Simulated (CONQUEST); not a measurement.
Worked example: self-consistent single point of BP (F-43m, 8 atoms in the cell; from Materials Project mp-1479, changed as shown) in CONQUEST.

Method: PBE, numerical atomic orbitals double-zeta with polarisation (the shipped basis), PseudoDojo norm-conserving potentials made for PBE (CONQUEST 1.3).

The change in words: volume scaled by 1.06. Reference geometry (F-43m):
```
BP
1.0
    4.53214     0.00000     0.00000
    0.00000     4.53214     0.00000
    0.00000     0.00000     4.53214
B P
4 4
Cartesian
  0.00000   0.00000   0.00000
  0.00000   2.26607   2.26607
  2.26607   0.00000   2.26607
  2.26607   2.26607   0.00000
  1.13304   1.13304   3.39911
  1.13304   3.39911   1.13304
  3.39911   1.13304   1.13304
  3.39911   3.39911   3.39911
```

Reference input (self-consistent single point, DFT, PBE, numerical atomic orbitals double-zeta with polarisation (the shipped basis), PseudoDojo norm-conserving potentials made for PBE): basis = DZP; Diag.MPMeshX, Y, Z = 4 4 4; potentials = PseudoDojo norm-conserving PBE; Grid.GridCutoff = 140 Ha; DM.SolutionMethod = diagon; Diag.kT = 0.0001 Ha; Diag.GammaCentred = true; minE.SCTolerance = 1.0e-06; SC.MaxIters = 100; SC.LinearMixingFactor = 0.5; SC.KerkerPreCondition = true; SC.KerkerFactor = 0.1 1/bohr. This run's input differs from it in these lines:

```diff
@@ -30,5 +30,5 @@
 # file: input.coords
-     8.564503358      0.000000000      0.000000000
-     0.000000000      8.564503358      0.000000000
-     0.000000000      0.000000000      8.564503358
+     8.732479224      0.000000000      0.000000000
+     0.000000000      8.732479224      0.000000000
+     0.000000000      0.000000000      8.732479224
 8
```

The program printed (abridged):

```
    new_SC_potl: Starting.  Tolerance:  0.10000E-05

    PulayMixSC: Starting Pulay mixing, A_up =  0.500 A_dn =  0.500
    PulayMixSC: Spin non-polarised calculation.
    PulayMixSC: with Kerker preconditioning, q0 =  0.100
          Harris-Foulkes Energy            :       -39.624457912160111 Ha
          (TS=0 as O(N) or entropic contribution is negligible)
          DFT Total Energy                 :       -39.477116988544253 Ha
          Total number of electrons        :        31.999999999998717
    PulayMixSC: Pulay iteration     1 residual:              0.65582E-02
   [... lines left out ...]
          (TS=0 as O(N) or entropic contribution is negligible)
          DFT Total Energy                 :       -39.547698892934271 Ha
          Total number of electrons        :        32.000027948627540
    PulayMixSC: Pulay iteration     6 residual:              0.39554E-05
          Harris-Foulkes Energy            :       -39.547698906754349 Ha
          (TS=0 as O(N) or entropic contribution is negligible)
          DFT Total Energy                 :       -39.547698906752487 Ha
          Total number of electrons        :        32.000027967891299
    PulayMixSC: Pulay iteration     7 residual:              0.83637E-07
    PulayMixSC: Reached SCF tolerance of  0.83637E-07 after      7 iterations
      | Number of electrons      =        32.000028
      |* band energy as 2Tr[K.H] =       -14.165895153592642 Ha
      |  screened ion-ion energy =       -26.315470660692824 Ha
      |  Ha correction           =        -0.693157721634309 Ha
      |  XC correction           =         1.626825601274594 Ha
      |* Harris-Foulkes energy   =       -39.547698906754349 Ha
      |* DFT total energy        =       -39.547698906752487 Ha
      |  estimated accuracy      =        -0.000000000001862 Ha

    force: Forces on atoms (Ha/a0)
    force:  Atom   X              Y              Z
    force:     1  -0.0000000000  -0.0000000000  -0.0000000000
   [... zero for the other atoms too ...]

    force: Maximum force :        0.00000000(Ha/a0) on atom         6 in z direction
    force: Force Residual:        0.00000000 Ha/a0
    force: Total stress:          4.68144542     4.68144542     4.68144542 GPa
    force: Average pressure:     -4.68144542 GPa

    force: Finished force
    get_E_and_F: Change in energy during last step of electronic optimisation:  0.15745E-07
```

The run converged in 7 iterations. CONQUEST prints the stress tensor with tension positive. Against the reference run the free energy goes up by 2.1 meV/atom, the pressure goes from 4.18 to -4.68 GPa and the gap on the mesh goes from 1.262 to 1.324 eV.

The program uses no crystal symmetry, so grid and mesh can part values that symmetry would make equal. The atom-centred basis is finite, which shifts total energies, pressures and gaps against plane waves. The structure comes from a collection of computed structures, made at another level of theory; the collection holds predicted forms beside known ones.

Cost on one core: roughly 50 core-seconds.
